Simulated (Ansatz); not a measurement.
Input:

Ge$_{2}$Sb$_{2}$Te$_{5}$:
```xyz
9
Lattice="4.1978 0.0000 0.0000 -2.0989 3.6354 0.0000 0.0000 0.0000 16.6458" Properties=species:S:1:pos:R:3 pbc="T T T"
Ge     0.0000     2.4236    14.9684
Ge     2.0989     1.2118     1.6775
Sb     0.0000     0.0000    11.3410
Sb     0.0000     0.0000     5.3048
Te     0.0000     0.0000     0.0000
Te     2.0989     1.2118    13.3283
Te     0.0000     2.4236     3.3176
Te     0.0000     2.4236     9.6246
Te     2.0989     1.2118     7.0212
```

This is the LDA-relaxed structure. Cartesian axes are those of the cell as given.

**Question.** All from plane-wave PAW LDA (Ansatz code), unless another level is named. Give the Young's modulus.

**Answer.** 80.0 GPa.

**Question.** Predict the elastic constants (relaxed ions, GPa).

**Answer.** C11 = 96.0, C12 = 21.1, C13 = 32.6, C14 = 20.8, C33 = 67.3, C44 = 46.3.

**Question.** What about the highest zone-centre frequency?

**Answer.** 5.09 THz.

Space group P-3m1. The cell was relaxed with LDA under the symmetry of its start; of distortions, only those at the zone centre were tested. A crystal of weakly bound layers computed without a dispersion correction: the cell and the soft elastic constants depend strongly on that. As this level gives no gap, shear constants depend on the k-mesh and smearing (Fermi–Dirac, 0.1 eV here). As this level gives no gap, phonon frequencies hold no LO–TO term and depend on the k-mesh and smearing (Fermi–Dirac, 0.1 eV here). Scalar-relativistic: spin–orbit coupling is off unless named, which matters more the heavier the elements.

Potentials: the later of the program's two PAW sets.
